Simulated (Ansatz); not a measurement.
Given:

MgO:
```cif
data_Mg2O2
_chemical_formula_sum 'Mg2 O2'
_space_group_name_H-M_alt 'P63mc'
_space_group_IT_number 186
_space_group_name_Hall 'P 6c -2c'
_cell_length_a 3.30431
_cell_length_b 3.30431
_cell_length_c 5.01562
_cell_angle_alpha 90.000
_cell_angle_beta 90.000
_cell_angle_gamma 120.000
loop_
_atom_site_label
_atom_site_type_symbol
_atom_site_symmetry_multiplicity
_atom_site_Wyckoff_symbol
_atom_site_fract_x
_atom_site_fract_y
_atom_site_fract_z
_atom_site_occupancy
Mg1 Mg 2 b 0.33333 0.66667 0.00351 1
O1 O 2 b 0.33333 0.66667 0.40109 1
```

This is the PBEsol-relaxed structure.

Problem. All from DFT-PBEsol in the program Ansatz with PAW potentials, unless another level is named. Give the electronic dielectric constant ε∞ (DFPT).

Solution. 3.03 (xx = yy), 3.14 (zz).

Problem. Give the Born charges (a third of the trace).

Solution. Mg +1.83, O -1.83 e.

Problem. Next, the largest static χ(2) component?

Solution. 5.5 pm/V.

Problem. Next, the static dielectric constant ε0 (ions relaxed, cell fixed)?

Solution. 5.59 (xx = yy), 7.36 (zz).

Space group P6_3mc (wurtzite). The workflow started from a Materials Project entry (that database holds measured and hypothetical structures alike); the Crystallography Open Database copy checked does not list it. It is not the phase usual at ambient conditions (space group No. 225). The cell was relaxed with PBEsol under the symmetry of its start; its stability against distortions is not shown here.

Potentials: the earlier of the program's two PAW sets. The files were generated under PBE; for other functionals the program regenerates the frozen cores, and for LDA and PBEsol the local potential too.
